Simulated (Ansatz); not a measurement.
Property card for PW

PW:
```xyz
8
Lattice="5.6873 0.0000 0.0000 0.0000 3.2253 0.0000 0.0000 0.0000 6.2235" Properties=species:S:1:pos:R:3 pbc="T T T"
P      1.8102     2.4190     3.5147
P      3.8771     0.8063     2.7087
P      1.0334     0.8063     0.4030
P      4.6539     2.4190     5.8204
W      5.6113     2.4190     1.9405
W      0.0760     0.8063     4.2830
W      2.9196     0.8063     5.0522
W      2.7677     2.4190     1.1712
```

Space group Pnma (No. 62); conventional cell a = 5.6873 Å, b = 3.2253 Å, c = 6.2235 Å, α = β = γ = 90.00°.

Method: the program Ansatz at the PBEsol level (PAW). Structure relaxed to zero pressure with the same functional. Other levels are named where they apply.

### Cell and energy

```yaml
volume_per_atom: 14.27 Å³
density: 12.50 g/cm³
Formation energy from the elements (no fitted shifts): -0.48 eV/atom
```

### Electronic structure

```yaml
electronic_character: metallic (no gap)
Density of states at the Fermi level: 0.42 states/eV per atom (mean over ±0.08 eV)
Gap with spin–orbit coupling: none (metallic)
```

### Mechanics

```yaml
Bulk modulus (Birch–Murnaghan fit): 2340 kbar
Pressure derivative B′: 4.7
Elastic constants (relaxed ions, GPa): C11 = 372, C22 = 325, C33 = 484, C12 = 140, C13 = 216, C23 = 173, C44 = 104, C55 = 189, C66 = 166
mechanical_stability: stable (all eigenvalues of C positive)
hill_bulk_and_shear_moduli: 242 and 130 GPa
Young's modulus: 331 GPa
Poisson's ratio: 0.27
debye_temperature_from_the_elastic_constants: 441 K
```

### Phonons

```yaml
highest_zone_centre_frequency: 425 cm^-1
zone_centre_stability: no imaginary mode at Γ
```

The workflow started from a Materials Project entry (that database holds measured and hypothetical structures alike); the Crystallography Open Database files this formula in space group No. 62, but the cells were not matched. Whether it is the stable phase at ambient conditions was not checked. The cell was relaxed with PBEsol under the symmetry of its start. No spin polarisation was allowed. As this level gives no gap, shear constants depend on the k-mesh and smearing (Fermi–Dirac, 0.1 eV here). As this level gives no gap, phonon frequencies hold no LO–TO term and depend on the k-mesh and smearing (Fermi–Dirac, 0.1 eV here). The references are the lowest solids computed at this level, not always the standard phases. Spin–orbit coupling is left out wherever it is not named.

Potentials: the later of the program's two PAW sets.
